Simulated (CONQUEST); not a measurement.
A self-consistent single point of SnTe (Fm-3m, 8 atoms in the cell; from Materials Project mp-1883, changed as shown).

```
SnTe
1.0
    6.24420     0.00000     0.00000
    0.00000     6.24420     0.00000
    0.00000     0.00000     6.24420
Sn Te
4 4
Direct
  0.00000   0.00000   0.00000
  0.00000   0.50000   0.50000
  0.50000   0.00000   0.50000
  0.50000   0.50000   0.00000
  0.50000   0.00000   0.00000
  0.50000   0.50000   0.50000
  0.00000   0.00000   0.50000
  0.00000   0.50000   0.00000
```

Level of theory: PBEsol, numerical atomic orbitals double-zeta with polarisation (the shipped basis), PseudoDojo norm-conserving potentials made for PBEsol (CONQUEST).

CONQUEST settings:

- basis = DZP
- Diag.MPMeshX, Y, Z = 4 4 4
- potentials = PseudoDojo norm-conserving PBEsol
- Grid.GridCutoff = 140 Ha
- DM.SolutionMethod = diagon
- Diag.kT = 0.003675 Ha
- Diag.GammaCentred = true
- minE.SCTolerance = 1.0e-06
- SC.MaxIters = 100
- SC.LinearMixingFactor = 0.3
- AtomMove.TypeOfRun = static

Results:

```
Item                                                      Result
------------------------------------------------  --------------
Number of valence electrons                                  120
Number of bands                                              144
Number of k-points after the program's reduction              51
Size of the basis                                            144
Number of SCF iterations                                       7
FFT grid                                            64 × 64 × 64
Free energy E − TS                                -19952.1260 eV
Pressure                                                1.52 GPa
```

For comparison: a first run was changed to give this one (lattice scaled by 0.98), and from it to this one the free energy drops by 2.2 meV/atom and the pressure goes from -1.56 to 1.52 GPa.

Spin-orbit coupling is left out, which matters for bands and gaps with elements this heavy. The program uses no crystal symmetry, so grid and mesh can part values that symmetry would make equal. The atom-centred basis is finite, which shifts total energies and pressures against plane waves. The structure comes from a collection of computed structures, made at another level of theory; the collection holds predicted forms beside known ones. No clean gap shows at this smearing width and mesh (spacing up to 0.25 Å⁻¹); the mesh is coarse for partly filled bands, so the values carry mesh errors. Semi-local functionals can close small gaps.

Cost on one core: roughly 50 core-seconds.
